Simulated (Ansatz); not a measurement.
Re:
```
CELL_PARAMETERS angstrom
      2.75832     0.00000     0.00000
     -1.37916     2.38878     0.00000
      0.00000     0.00000     4.46169
ATOMIC_POSITIONS crystal
  Re 0.33333 0.66667 0.75000
  Re 0.66667 0.33333 0.25000
```

Relaxed with r²SCAN. Special points in fractions of this cell's reciprocal vectors: Γ (0.000, 0.000, 0.000); M (0.500, 0.000, 0.000); K (0.333, 0.333, 0.000); A (0.000, 0.000, 0.500); L (0.500, 0.000, 0.500); H (0.333, 0.333, 0.500).

Problem. List the band energies nearest the Fermi level at these points for r²SCAN with spin–orbit coupling (plane waves, PAW; program Ansatz).

Solution. In eV from the Fermi level; about four levels below and three above (degenerate sets whole), none deeper than 8.9 eV; points with the same levels are listed once.

```tsv
k	below	above
Γ	-1.21 -1.21 -0.39 -0.39	0.17 0.17 0.38 0.38
M	-1.51 -1.51 -0.58 -0.58	4.20 4.20 4.40 4.40
K	-2.20 -2.20 -0.02 -0.02	2.99 2.99 3.41 3.41
A	-1.45 -1.45 -1.45 -1.45	2.63 2.63 2.63 2.63
L	-4.33 -4.33 -4.33 -4.33	0.27 0.27 0.27 0.27
H	-2.33 -2.33 -0.18 -0.18	0.35 0.35 3.49 3.49
```

Space group P6_3/mmc (hcp (Mg type)). The cell was relaxed with r²SCAN under the symmetry of its start; of distortions, only those at the zone centre were tested. The run is not spin-polarised.

Potentials: the later of the program's two PAW sets.
